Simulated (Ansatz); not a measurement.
**Compressing KCoF3: a fit and a missing row**

KCoF3, Pm-3m, a = 4.031 Å. The structure is a COD entry; whether it is the stable form wasn't checked. Ansatz: PBEsol, PAW, 420 eV, Γ-centred 10×10×10 mesh on 5 atoms, Gaussian smearing 0.10 eV; collinear spin, largest moment 2.5 μB. Symmetry fixes shape and atoms, so the cell is only scaled; pressure is positive in compression.

```tsv
V (Å³/atom)	P (GPa)
11.526	?
11.919	9.75
12.312	5.94
12.705	2.71
13.098	-0.01
13.491	-2.30
13.884	-4.22
14.408	-6.32
```

Problem. Take V0 = 13.098 Å³/atom, count pressures from its P0 = -0.01 GPa, fit the third-order Birch–Murnaghan form to the other rows, and predict the missing pressure.

Solution. With the Eulerian strain f = ½[(V0/V)^(2/3) − 1] and y = (P − P0)/[3f(1 + 2f)^(5/2)], the form is the line y = B0 + 1.5 B0 (B0′ − 4) f. Rows (f, y): 0.03245, 85.7; 0.02106, 84.9; 0.01026, 84.0; -0.00976, 82.2; -0.01905, 81.2; -0.03079, 80.1. Means f = 0.0006950, y = 83.017; Σ(Δf)² = 0.003005, ΣΔfΔy = 0.2692; the slope is their ratio. y = 82.95 + 89.58 f GPa, so B0 = 83.0 GPa and B0′ = 4 + 2 × (89.58)/(3 × 82.95) = 4.72. At V = 11.526, f = 0.04449, y = 86.94 and P = 14.35 GPa. The run gave 13.84 GPa, so the fit is 0.51 GPa too high, 2.5 % of the span of the series, against an rms of 0.01 GPa on the fitted rows. The row lies outside the fitted range. A fourth-order term fitted to the same rows gives P = 14.29 GPa at this row's volume (the line 14.35, the run 13.84), no gain.

The cell holds one magnetic atom, so it can only be ferromagnetic; an antiferromagnetic order may lie lower.

Cost: 8 runs of about 5.8 core-minutes in all, on Arm Neoverse V1 (shared hosts).